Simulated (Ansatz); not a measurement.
KF:
Space group Fm-3m (No. 225); a = b = c = 5.307 Å, α = β = γ = 90.00°

| atom | site | symmetry | x | y | z |
|---|---|---|---|---|---|
| K | 4a | m-3m | 0.0000 | 0.0000 | 0.0000 |
| F | 4b | m-3m | 0.5000 | 0.5000 | 0.5000 |
(The calculation used a cell of 2 atoms; values per cell refer to that cell.)

Relaxed with PBEsol. Independent-particle spectrum: no excitons, no local fields, no scissors shift; 0.1 eV broadening; ε₁ of the summed bands alone.

Problem. Tabulate the dielectric function from the program Ansatz at the PBEsol level (PAW).

Solution. 

| E (eV) | ε₁ xx | ε₂ xx |
|---|---|---|
| 0.0 | 2.01 | 0.00 |
| 0.5 | 2.01 | 0.00 |
| 1.0 | 2.02 | 0.00 |
| 1.5 | 2.02 | 0.00 |
| 2.0 | 2.04 | 0.00 |
| 2.5 | 2.05 | 0.00 |
| 3.0 | 2.07 | 0.00 |
| 3.5 | 2.10 | 0.00 |
| 4.0 | 2.14 | 0.00 |
| 4.5 | 2.18 | 0.00 |
| 5.0 | 2.24 | 0.00 |
| 5.5 | 2.33 | 0.00 |
| 6.0 | 2.50 | 0.00 |
| 6.5 | 2.63 | 0.29 |
| 7.0 | 2.59 | 0.43 |
| 7.5 | 2.59 | 0.51 |
| 8.0 | 2.68 | 0.58 |
| 8.5 | 2.75 | 0.95 |
| 9.0 | 2.59 | 1.19 |
| 9.5 | 2.45 | 1.44 |
| 10.0 | 2.07 | 1.71 |
| 10.5 | 1.14 | 1.91 |
| 11.0 | 1.29 | 0.38 |
| 11.5 | 2.25 | 1.23 |
| 12.0 | 1.17 | 1.55 |

Problem. From ε at 6.7 eV (xx: 2.61 + 0.36i), find n, k, the normal reflectivity and the absorption coefficient.

Solution. n = 1.62, k = 0.111, R = 6 %, α = 2kE/ħc = 75000 cm⁻¹.

With all bands, ε∞ without local fields is 2.15. DFPT, with local fields, gives 2.02.

The cell was relaxed with PBEsol under the symmetry of its start.

Potentials: the later of the program's two PAW sets.
